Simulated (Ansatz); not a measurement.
# CdSe with an Se vacancy: gradients before and after relaxing the atoms

Start: a supercell of CdSe (wurtzite type, P6_3mc) built from a COD entry (the entry's cell lengths or inner coordinates differ somewhat from later room-temperature determinations), with all atoms left at the host's positions.

Space group P3m1 (No. 156); a = 8.6000, c = 14.0400 Å, γ = 120.00°.

| site | Wyckoff | site symmetry | x | y | z |
| --- | --- | --- | --- | --- | --- |
| Cd1 | 1a | 3m. | 0.0000 | 0.0000 | 0.0000 |
| Cd2 | 1a | 3m. | 0.0000 | 0.0000 | 0.5000 |
| Cd3 | 3d | .m. | 0.0000 | 0.5000 | 0.0000 |
| Cd4 | 3d | .m. | 0.0000 | 0.5000 | 0.5000 |
| Cd9 | 3d | .m. | 0.1667 | 0.8333 | 0.2500 |
| Cd10 | 3d | .m. | 0.1667 | 0.8333 | 0.7500 |
| Cd15 | 1c | 3m. | 0.6667 | 0.3333 | 0.2500 |
| Cd16 | 1c | 3m. | 0.6667 | 0.3333 | 0.7500 |
| Se17 | 1a | 3m. | 0.0000 | 0.0000 | 0.6925 |
| Se18 | 3d | .m. | 0.0000 | 0.5000 | 0.1925 |
| Se19 | 3d | .m. | 0.0000 | 0.5000 | 0.6925 |
| Se24 | 3d | .m. | 0.1667 | 0.8333 | 0.4425 |
| Se25 | 3d | .m. | 0.1667 | 0.8333 | 0.9425 |
| Se30 | 1c | 3m. | 0.6667 | 0.3333 | 0.4425 |
| Se31 | 1c | 3m. | 0.6667 | 0.3333 | 0.9425 |

One atom of each set is listed.

All values are calculated (Ansatz; DFT, PBE, plane waves and PAW, scalar-relativistic, 420 eV cutoff, Γ-centred 3×3×2 k-points, Fermi–Dirac smearing 0.01 eV, cell charge +2), not measured.

The largest force at the start is 0.90 eV/Å. Relaxing the ions at fixed cell moves them by 0.519 Å at most (atom 1, Cd) and 0.192 Å rms.

```json
{"site": "Cd1", "moved (Å)": "0.519", "first shell before": "3 Se at 2.61 Å", "first shell after": "3 Se at 2.55 Å", "V_zz before (10²¹ V/m²)": "21.0", "η before": "0.00"}
{"site": "Cd2", "moved (Å)": "0.114", "first shell before": "4 Se at 2.61–2.70 Å", "first shell after": "4 Se at 2.61–2.64 Å", "V_zz before (10²¹ V/m²)": "2.26", "η before": "0.00"}
{"site": "Cd3", "moved (Å)": "0.090", "first shell before": "4 Se at 2.61–2.70 Å", "first shell after": "4 Se at 2.58–2.66 Å", "V_zz before (10²¹ V/m²)": "4.04", "η before": "0.18"}
{"site": "Cd4", "moved (Å)": "0.090", "first shell before": "4 Se at 2.61–2.70 Å", "first shell after": "4 Se at 2.61–2.64 Å", "V_zz before (10²¹ V/m²)": "2.23", "η before": "0.51"}
{"site": "Cd9", "moved (Å)": "0.427", "first shell before": "3 Se at 2.61–2.70 Å", "first shell after": "3 Se at 2.56–2.59 Å", "V_zz before (10²¹ V/m²)": "18.66", "η before": "0.09"}
{"site": "Cd10", "moved (Å)": "0.051", "first shell before": "4 Se at 2.61–2.70 Å", "first shell after": "4 Se at 2.61–2.67 Å", "V_zz before (10²¹ V/m²)": "4.59", "η before": "0.04"}
{"site": "Cd15", "moved (Å)": "0.316", "first shell before": "4 Se at 2.61–2.70 Å", "first shell after": "4 Se at 2.55–2.66 Å", "V_zz before (10²¹ V/m²)": "1.35", "η before": "0.00"}
{"site": "Cd16", "moved (Å)": "0.132", "first shell before": "4 Se at 2.61–2.70 Å", "first shell after": "4 Se at 2.61–2.66 Å", "V_zz before (10²¹ V/m²)": "2.79", "η before": "0.00"}
{"site": "Se17", "moved (Å)": "0.024", "first shell before": "4 Cd at 2.61–2.70 Å", "first shell after": "4 Cd at 2.61–2.63 Å", "V_zz before (10²¹ V/m²)": "-1.36", "η before": "0.00"}
{"site": "Se18", "moved (Å)": "0.148", "first shell before": "4 Cd at 2.61–2.70 Å", "first shell after": "4 Cd at 2.59–2.66 Å", "V_zz before (10²¹ V/m²)": "14.05", "η before": "0.39"}
{"site": "Se19", "moved (Å)": "0.036", "first shell before": "4 Cd at 2.61–2.70 Å", "first shell after": "4 Cd at 2.61 Å", "V_zz before (10²¹ V/m²)": "0.23", "η before": "0.65"}
{"site": "Se24", "moved (Å)": "0.057", "first shell before": "4 Cd at 2.61–2.70 Å", "first shell after": "4 Cd at 2.56–2.64 Å", "V_zz before (10²¹ V/m²)": "9.40", "η before": "0.04"}
{"site": "Se25", "moved (Å)": "0.055", "first shell before": "4 Cd at 2.61–2.70 Å", "first shell after": "4 Cd at 2.55–2.67 Å", "V_zz before (10²¹ V/m²)": "8.18", "η before": "0.19"}
{"site": "Se30", "moved (Å)": "0.159", "first shell before": "4 Cd at 2.61–2.70 Å", "first shell after": "4 Cd at 2.55–2.63 Å", "V_zz before (10²¹ V/m²)": "-0.83", "η before": "0.00"}
{"site": "Se31", "moved (Å)": "0.170", "first shell before": "4 Cd at 2.61–2.70 Å", "first shell after": "4 Cd at 2.58–2.66 Å", "V_zz before (10²¹ V/m²)": "-2.05", "η before": "0.00"}
```

Task: What are V_zz and η after the relaxation?

Result: 

```csv
site,V_zz after,η after,change of V_zz
Cd1,24.4,0.00,+3.47
Cd2,-3.04,0.00,-5.30
Cd3,3.77,0.84,-0.27
Cd4,-1.60,0.10,-3.83
Cd9,24.6,0.02,+5.99
Cd10,2.11,0.43,-2.48
Cd15,-7.68,0.00,-9.03
Cd16,4.50,0.00,+1.71
Se17,4.35,0.00,+5.71
Se18,-6.85,0.52,–
Se19,1.12,0.24,–
Se24,7.46,0.41,-1.94
Se25,4.69,0.48,–
Se30,3.60,0.00,+4.43
Se31,-1.50,0.00,+0.55
```

The largest change of V_zz along a kept axis is on Cd15, from 1.35 to -7.68. Small gradients that grow severalfold: Se19 (0.23 to 1.12). In per cent, |V_zz| changes by -54 to +61 on Cd, -27 to -21 on Se (all sites that start above 2, bar those whose gradient vanishes or changes sign or whose main axis turns by over 40°). Where |V_zz| stays above 0.1 and the axes keep their order, η moves most on Cd3, from 0.18 to 0.84. On Cd4 V_xx and V_yy change places (or their axes turn by over 50°), so the two values of η hide a larger change. V_zz changes sign on Cd2 (same axis), Cd4 (same axis), Se17 (same axis), Cd15 (same axis), Se30 (same axis). On Se18, Se25, Se19 the largest principal value lies along another axis in the second run, so the two V_zz can't be compared directly. The electronic state changes along with the positions (a gap opens), so the changes aren't those of geometry alone. The host's own positions weren't relaxed first, so part of the change far from the defect can be the host's relaxation.

The defect repeats with the cell of 31 atoms, so it feels its images: sites between two images don't show the values beside a lone defect, and zeros or small values of η there can come from the images' arrangement. Cd and Se carry a gradient in the pure host already, so the values there aren't the defect's effect alone. A uniform background compensates the cell's charge. Without spin–orbit coupling (the program notes it for Cd) the gradients can shift somewhat, as the gap is small.
Before: The run isn't spin-polarised, and a state with spin may lie lower. The defect cell has no gap above 0.1 eV on its mesh, so the values can hang on the smearing and the k-mesh. The neighbours have not yet relaxed around the defect (largest force 0.90 eV/Å), so a real crystal will differ.
